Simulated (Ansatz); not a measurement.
What a change of settings does to a run on Rb

The geometry is COD entry 9011009, unchecked; take it as a test cell. It differs from other determinations.

First run: DFT, PBE, all-electron LAPW, scalar-relativistic (Ansatz 0.2.0).

Command: `ansatz run input.yaml --threads 1 --pin off --max-ram 2048MiB --backend cpu --events-out ev --progress --plain --runs-dir out` The run took 2.5 s on 1 thread of Arm Neoverse V2, with other jobs on the host, peak memory 0.2 GiB.

```yaml
crystal:
  lattice:
    - [-2.8025, 2.8025, 2.8025]
    - [2.8025, -2.8025, 2.8025]
    - [2.8025, 2.8025, -2.8025]
  atoms:
    - { symbol: Rb, position: [0.0, 0.0, 0.0] }
kpoints:
  mp_grid: { grid: [8, 8, 8] }
scf:
  occupations: { method: fermi_dirac, width: 0.05 }
hamiltonian:
  xc: pbe
  pseudopotentials: { kind: all_electron, lapw: { basis_error: 0.001 } }
output:
  forces: true
  stress: true
relax:
  f_tol: 0.005
  max_steps: 80
  cell: {}
```

Result: converged; relaxed volume 91.279 Å³/atom; 14 SCF iterations in all.

The input is then changed:

```diff
@@ -7,5 +7,5 @@
     - { symbol: Rb, position: [0.0, 0.0, 0.0] }
 kpoints:
-  mp_grid: { grid: [8, 8, 8] }
+  mp_grid: { grid: [3, 3, 3] }
 scf:
   occupations: { method: fermi_dirac, width: 0.05 }
```

Predict the outcome of the changed run.

It converged; energy at zero smearing -92.3 meV/atom from the first run; relaxed volume 88.043 Å³/atom; 7 SCF iterations in all. Some of these settings are too coarse for converged properties.
